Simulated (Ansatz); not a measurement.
The calculation used DFT PBE, scalar-relativistic, plane waves, PAW in Ansatz. Settings: cutoff 420 eV, Γ-centred meshes spaced at most about 0.3 Å⁻¹, and about 0.25 Å⁻¹ or finer for metals (2π included), Gaussian smearing. No spin polarisation in the final relaxations.

All energies are static (0 K, no zero-point motion).

Compare these two cells of Be2CdS2, each relaxed at this level.

A.

```yaml
crystal:
  lattice:
    - [2.98799, -1.72501, 0.00000]
    - [2.98799, 1.72501, 0.00000]
    - [-1.32158, 0.00000, 10.26689]
  atoms:
    - { symbol: Be, position: [0.18382, 0.18382, 0.57739] }
    - { symbol: Be, position: [0.81618, 0.81618, 0.42261] }
    - { symbol: Cd, position: [0.50000, 0.50000, 0.00000] }
    - { symbol: S, position: [0.13623, 0.13623, 0.36287] }
    - { symbol: S, position: [0.86377, 0.86377, 0.63713] }
```

B.

```yaml
crystal:
  lattice:
    - [3.45028, 0.00000, 0.00000]
    - [-1.72514, 2.98803, 0.00000]
    - [0.00000, 0.00000, 10.26506]
  atoms:
    - { symbol: Be, position: [0.33333, 0.66667, 0.42263] }
    - { symbol: Be, position: [0.66667, 0.33333, 0.57737] }
    - { symbol: Cd, position: [0.00000, 0.00000, 0.00000] }
    - { symbol: S, position: [0.33333, 0.66667, 0.63715] }
    - { symbol: S, position: [0.66667, 0.33333, 0.36285] }
```

Question: Which form is favoured at zero pressure, and by what margin per atom?

Answer: They are level within the accuracy (under 1 meV/atom apart). A has space group C2/m (No. 12), 21.2 Å³/atom and no gap on its mesh; B has space group P-3m1 (No. 164), 21.2 Å³/atom and no gap. Counting S atoms around Be and Cd (those within 1.25 times the shortest such distance or 1.15 times the sum of covalent radii, 1.27 where that leaves under three; a plus sign parts nearer from farther groups; the shortest distance is added where it exceeds 1.18 times the sum of covalent radii), A has Be 4, Cd 4+2+2 from 4.1 Å and B has Be 4, Cd 6 from 4.2 Å. In A, around Be lie 4 S at 2.08–2.20 Å and 3 Be at 2.55 Å; Cd has 6 Cd at 3.45 Å; S is surrounded by 4 Be at 2.08–2.20 Å. In B, Be has 4 S at 2.08–2.20 Å and 3 Be at 2.55 Å; around Cd lie 6 Cd at 3.45 Å; S has 4 Be at 2.08–2.20 Å. Both come from invented guesses.

The k mesh leaves some 4 meV/atom of noise in the energy of each metallic cell. Weakly bound directions are ill-defined at this level, which has no dispersion term (C2/m, P-3m1), and this can change margins and order among such cells. The zero gap of P-3m1 may come from the functional, which often closes small gaps, or the cell may be a true semimetal. Cells relaxed within their symmetry can be saddle points.
